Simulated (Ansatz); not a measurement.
The elements of this relaxed trial crystal are hidden behind letters.

```
lattice vectors (Å)
   5.3152    0.0000    0.0000
   0.0000    5.3152    0.0000
   0.0000    0.0000    5.3152
fractional positions
X 0.0000 0.0000 0.0000
Z 0.5000 0.5000 0.5000
Q 0.5000 0.0000 0.0000
Q 0.0000 0.5000 0.0000
Q 0.0000 0.0000 0.5000
```

Method: DFT PBE, scalar-relativistic, plane waves, PAW in Ansatz. Settings of the last relaxation (5-atom cell): 420 eV, 8×8×8 k points, Gaussian smearing of 0.10 eV, no spin polarisation.

```
Space group                              : Pm-3m (No. 221)
Conventional cell                        : a = 5.315 Å
Volume per atom                          : 30.03 Å³
Density                                  : 4.31 g/cm³
Formation energy                         : −0.70 eV/atom
Gap on the 8×8×8 mesh of the 5-atom cell : 0 eV (a metal)
```

Energies are uncorrected and count from the elements' standard states at the same level.

Question: X is a d-block element of period 5, Z is a p-block element of period 6 and Q is a p-block element of period 3. Which elements are they?

Answer: X = Y, Z = Tl, Q = S, so the formula is YTlS3, here in the cubic perovskite type. Density times volume gives a mean mass of 4.31 × 30.03/1.6605 = 77.9 u per atom, and this set has 77.9 u. Y has 6 S at 2.66 Å; around Tl lie 12 S at 3.76 Å (long contacts); S has 2 Y at 2.66 Å, 4 Tl at 3.76 Å and 8 S at 3.76 Å. Other sets within the hints have nearly the same mass, so mass alone doesn't settle it; this one was computed.

These runs have no spin–orbit coupling, which can matter for Tl. The cell is a metal run without spin; a magnetic state may lie lower. Symmetry constrained the relaxation, so the result can be a saddle point.
